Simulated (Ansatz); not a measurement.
# Band table of LaZn

```
La Zn
1.0
     3.75000    0.00000    0.00000
     0.00000    3.75000    0.00000
     0.00000    0.00000    3.67500
La Zn
1 1
Cartesian
  1.8750 1.8750 1.8375
  0.0000 0.0000 0.0000
```

Atom numbers follow the list: La1, Zn2.

The geometry is COD entry 9008827, unchecked; take it as a test cell. The listed cell was then made from it by scaling, straining or moving an atom.

Spin–orbit coupling is left out, though it moves levels of the heavy atoms by tenths of an eV or more.

Method: Ansatz 0.2.0, DFT, LDA, all-electron LAPW, scalar-relativistic.

Sampling and basis: a Γ-centred 9×9×9 k mesh, Fermi–Dirac smearing of 0.05 eV, basis error target 1 meV/atom, no spin polarisation.

Path points, in fractions of the reciprocal vectors: Γ (0.000, 0.000, 0.000), X (0.000, 0.500, 0.000), M (0.500, 0.500, 0.000), Z (0.000, 0.000, 0.500), R (0.000, 0.500, 0.500), A (0.500, 0.500, 0.500). Levels in eV from the Fermi level; bands 15 to 28, counted from the lowest band of the run. The gap is zero.

```
# k(1/Å) point b15 b16 b17 b18 b19 b20 b21 b22 b23 b24 b25 b26 b27 b28
0.000 Γ -16.10 -16.10 -16.03 -7.13 -7.12 -6.99 -6.98 -6.98 -6.13 -0.42 -0.41 1.65 1.65 1.71
0.168 - -16.19 -16.09 -16.02 -7.12 -7.11 -6.99 -6.98 -6.98 -5.97 -0.39 -0.33 1.56 1.63 1.70
0.335 - -16.41 -16.07 -16.00 -7.11 -7.06 -6.99 -6.98 -6.98 -5.51 -0.34 -0.28 1.39 1.56 1.67
0.503 - -16.67 -16.05 -15.98 -7.09 -7.00 -6.98 -6.98 -6.97 -4.84 -0.91 -0.14 1.39 1.49 1.58
0.670 - -16.87 -16.03 -15.96 -7.08 -6.98 -6.97 -6.97 -6.96 -4.03 -1.86 -0.01 1.16 1.44 1.56
0.838 X -16.95 -16.02 -15.95 -7.08 -6.98 -6.97 -6.97 -6.94 -3.38 -2.59 0.05 1.06 1.36 1.53
1.005 - -16.93 -16.10 -15.95 -7.07 -6.99 -6.98 -6.98 -6.94 -3.48 -2.37 0.19 0.86 1.41 1.73
1.173 - -16.89 -16.30 -15.92 -7.06 -7.03 -7.00 -7.00 -6.93 -3.75 -1.82 0.57 0.63 1.52 1.74
1.340 - -16.84 -16.53 -15.90 -7.07 -7.06 -7.02 -7.02 -6.90 -4.06 -1.08 0.53 1.00 1.61 1.66
1.508 - -16.80 -16.72 -15.88 -7.09 -7.07 -7.04 -7.04 -6.88 -4.29 -0.32 0.51 0.93 1.65 1.73
1.676 M -16.78 -16.78 -15.87 -7.10 -7.08 -7.04 -7.04 -6.87 -4.38 0.27 0.51 0.51 1.66 1.78
1.912 - -16.74 -16.72 -15.89 -7.09 -7.07 -7.04 -7.02 -6.89 -4.24 -0.60 0.54 1.06 1.64 1.71
2.149 - -16.61 -16.56 -15.93 -7.07 -7.04 -7.02 -6.99 -6.95 -4.24 -1.07 0.48 1.04 1.58 1.62
2.386 - -16.40 -16.35 -15.98 -7.08 -7.02 -7.01 -7.00 -6.97 -4.99 -0.48 0.15 0.80 1.56 1.65
2.623 - -16.19 -16.17 -16.01 -7.11 -7.09 -6.99 -6.99 -6.97 -5.81 -0.34 -0.25 1.39 1.63 1.70
2.860 Γ -16.10 -16.10 -16.03 -7.13 -7.12 -6.99 -6.98 -6.98 -6.13 -0.42 -0.41 1.65 1.65 1.71
3.031 - -16.13 -16.09 -16.09 -7.12 -7.11 -6.99 -6.98 -6.98 -5.96 -0.37 -0.31 1.61 1.63 1.63
3.202 - -16.39 -16.06 -16.06 -7.11 -7.05 -6.98 -6.98 -6.98 -5.50 -0.25 -0.21 1.41 1.56 1.56
3.373 - -16.69 -16.04 -16.04 -7.09 -6.99 -6.98 -6.98 -6.98 -4.81 -0.77 -0.09 1.39 1.39 1.50
3.544 - -16.92 -16.01 -16.01 -7.08 -6.98 -6.98 -6.98 -6.95 -3.97 -1.77 0.07 1.16 1.16 1.57
3.715 Z -17.01 -16.00 -16.00 -7.07 -6.98 -6.98 -6.98 -6.93 -3.27 -2.56 0.14 1.05 1.05 1.52
3.883 - -16.99 -16.08 -16.00 -7.07 -6.99 -6.99 -6.98 -6.93 -3.38 -2.35 0.29 0.85 1.12 1.74
4.050 - -16.95 -16.28 -15.97 -7.06 -7.03 -7.01 -7.00 -6.92 -3.65 -1.80 0.63 0.68 1.30 1.76
4.218 - -16.90 -16.51 -15.95 -7.07 -7.06 -7.03 -7.03 -6.90 -3.96 -1.07 0.54 1.11 1.48 1.68
4.385 - -16.86 -16.69 -15.93 -7.10 -7.07 -7.05 -7.05 -6.87 -4.20 -0.29 0.54 0.99 1.58 1.74
4.553 R -16.84 -16.76 -15.92 -7.11 -7.07 -7.06 -7.06 -6.86 -4.29 0.39 0.48 0.54 1.61 1.79
4.720 - -16.83 -16.75 -15.99 -7.09 -7.05 -7.05 -7.05 -6.86 -4.20 0.05 0.08 0.65 1.50 1.79
4.888 - -16.81 -16.72 -16.19 -7.06 -7.04 -7.03 -7.00 -6.86 -3.94 -0.76 -0.75 1.07 1.31 1.80
5.056 - -16.77 -16.69 -16.41 -7.02 -7.01 -7.01 -6.93 -6.86 -3.48 -1.50 -1.47 0.19 1.73 1.81
5.223 - -16.74 -16.66 -16.59 -6.99 -6.99 -6.99 -6.88 -6.86 -2.83 -1.99 -1.94 -0.88 1.82 1.82
5.391 A -16.73 -16.65 -16.65 -6.98 -6.98 -6.98 -6.86 -6.86 -2.16 -2.16 -2.11 -1.72 1.83 1.84
5.628 - -16.76 -16.60 -16.59 -7.01 -7.00 -6.98 -6.89 -6.87 -3.04 -1.95 -1.79 -0.39 1.81 1.82
5.865 - -16.82 -16.46 -16.44 -7.06 -7.03 -6.98 -6.95 -6.89 -3.59 -1.38 -1.15 1.08 1.66 1.69
6.102 - -16.90 -16.26 -16.24 -7.07 -7.02 -7.01 -6.98 -6.91 -3.68 -1.28 -0.53 1.13 1.62 1.65
6.338 - -16.98 -16.08 -16.07 -7.06 -7.02 -6.99 -6.98 -6.93 -3.45 -2.15 0.42 0.43 1.52 1.76
6.575 Z -17.01 -16.00 -16.00 -7.07 -6.98 -6.98 -6.98 -6.93 -3.27 -2.56 0.14 1.05 1.05 1.52
6.815 - -16.91 -16.09 -16.00 -7.07 -6.99 -6.99 -6.98 -6.95 -3.94 -1.71 0.19 0.98 1.21 1.68
7.054 - -16.65 -16.32 -16.01 -7.06 -7.02 -7.02 -6.98 -6.97 -4.45 -0.88 0.32 1.03 1.46 1.55
7.294 - -16.62 -16.32 -16.01 -7.07 -7.02 -7.02 -6.98 -6.97 -4.46 -0.92 0.34 1.01 1.46 1.55
7.533 - -16.86 -16.05 -16.02 -7.07 -6.99 -6.99 -6.97 -6.96 -3.99 -1.78 0.14 1.11 1.22 1.67
7.772 X -16.95 -16.02 -15.95 -7.08 -6.98 -6.97 -6.97 -6.94 -3.38 -2.59 0.05 1.06 1.36 1.53
```
